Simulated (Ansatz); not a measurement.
ZnS:
```
ZnS
1.0
    3.78233     0.00000     0.00000
   -1.89116     3.27559     0.00000
    0.00000     0.00000     6.20729
Zn S
2 2
Cartesian
  1.89116   1.09186   6.20531
  0.00000   2.18373   3.10166
  1.89116   1.09186   3.88278
  0.00000   2.18373   0.77913
```

Cartesian axes are those of the cell as given.

### Question
Give the proper piezoelectric stress tensor with relaxed ions from PBEsol (plane waves, PAW; program Ansatz).

### Answer
In C/m², rows x, y, z, Voigt columns; mesh uncertainty up to 0.00.
```
 0.00   0.00   0.00   0.00   0.10   0.00
 0.00   0.00   0.00   0.10   0.00   0.00
 0.15   0.15  -0.17   0.00   0.00   0.00
```

The elastic tensor of the same run (GPa):

```tsv
	1	2	3	4	5	6
1	126	59.6	46.2	0.0	0.0	0.0
2	59.6	126	46.2	0.0	0.0	0.0
3	46.2	46.2	150	0.0	0.0	0.0
4	0.0	0.0	0.0	28.6	0.0	0.0
5	0.0	0.0	0.0	0.0	28.6	0.0
6	0.0	0.0	0.0	0.0	0.0	33.4
```

### Question
Convert to strain constants d = e·S.

### Answer
In pC/N:
```
 0.0   0.0   0.0   0.0   3.5   0.0
 0.0   0.0   0.0   3.5   0.0   0.0
 1.3   1.3  -2.0   0.0   0.0   0.0
```

Space group P6_3mc (wurtzite). Symmetry was held in the PBEsol relaxation.

Potentials: the later of the program's two PAW sets.
